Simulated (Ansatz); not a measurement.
Relaxation of a generated cell, SnO2 placed in the rutile structure type; 6 atoms in the cell, which starts as P4₂/mnm (No. 136), tP6; a = 4.9189 Å, b = 4.9189 Å, c = 3.1678 Å, α = 90.00°, β = 90.00°, γ = 90.00°. Calculation: r2SCAN (plane waves to 500 eV, PAW, scalar-relativistic; Ansatz, a quantum-chemistry and plane-wave program). Γ-centred k-mesh 5×5×7 on the run's cell (coarser than for final values), Fermi–Dirac smearing 0.05 eV. This is the first round of the run. 

The optimiser's lines from the output (shortened; P is positive under compression):

```
relax step   1: F+E_penalty+E_count = -14352.39385230 eV  Δ(F+E_penalty+E_count) = +0.000e0 eV  max|allowed force component| = 2.131e-1 eV/Å  Δτ_max = 0.0000 Å  P = -9.181 GPa  Ω = 76.645 Å³  (8 SCF iters, dr2 threshold 1.00e-7 eV, accepted)
relax step   2: F+E_penalty+E_count = -14352.52050669 eV  Δ(F+E_penalty+E_count) = -1.267e-1 eV  max|allowed force component| = 4.598e-1 eV/Å  Δτ_max = 0.0378 Å  P = +0.041 GPa  Ω = 72.510 Å³  (7 SCF iters, dr2 threshold 6.00e-7 eV, accepted)
relax step   3: F+E_penalty+E_count = -14352.56806509 eV  Δ(F+E_penalty+E_count) = -4.756e-2 eV  max|allowed force component| = 8.160e-2 eV/Å  Δτ_max = 0.0264 Å  P = +0.224 GPa  Ω = 72.475 Å³  (6 SCF iters, dr2 threshold 6.00e-7 eV, accepted)
relax step   4: F+E_penalty+E_count = -14352.56936129 eV  Δ(F+E_penalty+E_count) = -1.296e-3 eV  max|allowed force component| = 2.459e-2 eV/Å  Δτ_max = 0.0035 Å  P = +0.084 GPa  Ω = 72.464 Å³  (4 SCF iters, dr2 threshold 6.00e-7 eV, accepted)
relax step   5: F+E_penalty+E_count = -14352.56958983 eV  Δ(F+E_penalty+E_count) = -2.285e-4 eV  max|allowed force component| = 6.183e-5 eV/Å  Δτ_max = 0.0014 Å  P = +0.010 GPa  Ω = 72.450 Å³  (4 SCF iters, dr2 threshold 4.09e-7 eV, accepted)
relax step   6: F+E_penalty+E_count = -14352.56958886 eV  Δ(F+E_penalty+E_count) = +9.752e-7 eV  max|allowed force component| = 2.430e-5 eV/Å  Δτ_max = 0.0000 Å  P = +0.000 GPa  Ω = 72.453 Å³  (4 SCF iters, dr2 threshold 1.21e-9 eV, accepted)
relax step   7: F+E_penalty+E_count = -14352.56726826 eV  Δ(F+E_penalty+E_count) = +2.321e-3 eV  max|allowed force component| = 3.048e-4 eV/Å  Δτ_max = 0.0000 Å  P = +0.024 GPa  Ω = 72.453 Å³  stress off target by 2.44e-2 GPa  SCF on the basis re-selected at this cell (its energy is not comparable with the rows above)  (6 SCF iters)
relax step   8: F+E_penalty+E_count = -14352.56726436 eV  Δ(F+E_penalty+E_count) = +3.897e-6 eV  max|allowed force component| = 4.061e-6 eV/Å  Δτ_max = 0.0000 Å  P = +0.000 GPa  Ω = 72.462 Å³  (5 SCF iters, dr2 threshold 1.49e-9 eV, accepted)
relax step   9: F+E_penalty+E_count = -14352.56726764 eV  Δ(F+E_penalty+E_count) = -3.280e-6 eV  max|allowed force component| = 3.764e-6 eV/Å  Δτ_max = 0.0000 Å  P = +0.000 GPa  Ω = 72.462 Å³  stress off target by 3.00e-4 GPa  SCF on the basis re-selected at this cell (its energy is not comparable with the rows above)  (3 SCF iters)
```

From the first to the last row the energy changes by -0.03 eV/atom and the volume by -5.5 %. The last row is marked as not comparable with the walk above it, whose basis was carried along; it does compare with step 1, since both stand on a basis selected at the nominal cutoff for their own cell.

Later rounds, restarted from the end of this one on a renewed k-mesh, logged 2 more steps and released under 1 meV/atom more. The final structure after all rounds: P4₂/mnm (No. 136), tP6, rutile type; a = b = 4.759 Å, c = 3.200 Å, α = β = γ = 90.00°. Between re-selections the logged energies stand on a plane-wave basis carried along with the cell. No spin polarisation in the result.

The run could not lose the symmetry of its start; a randomly shaken copy of 12 atoms returns to this structure.
